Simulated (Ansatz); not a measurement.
Here is the system:

Zr$_{2}$Ir:
Space group I4/mcm (No. 140); a = b = 6.504 Å, c = 5.776 Å, α = β = γ = 90.00°

```csv
atom,site,symmetry,x,y,z
Zr,8h,m.2m,0.3264,0.1736,0.0000
Ir,4a,422,0.0000,0.0000,0.2500
```
(The calculation used a cell of 6 atoms; values per cell refer to that cell.)

This is the r²SCAN-relaxed structure.

Task: All from r²SCAN (plane waves, PAW; program Ansatz), unless another level is named. Estimate the highest zone-centre frequency.

Result: 200 cm⁻¹.

Task: What about the bulk modulus (Birch–Murnaghan fit)?

Result: 138 GPa.

The first step of the workflow began from a Materials Project structure, measured or hypothetical; the Crystallography Open Database copy checked does not list it. Its standing as an ambient phase is unchecked. The cell was relaxed with r²SCAN under the symmetry of its start; its stability against distortions is not shown here. No spin polarisation was allowed. As this level gives no gap, phonon frequencies hold no LO–TO term and depend on the k-mesh and smearing (Fermi–Dirac, 0.1 eV here). Axis ratios of metals converge slowly with the k-mesh, so a and c are less sure than the volume. Scalar-relativistic: spin–orbit coupling is off unless named, which matters more the heavier the elements.

Potentials: the later of the program's two PAW sets.
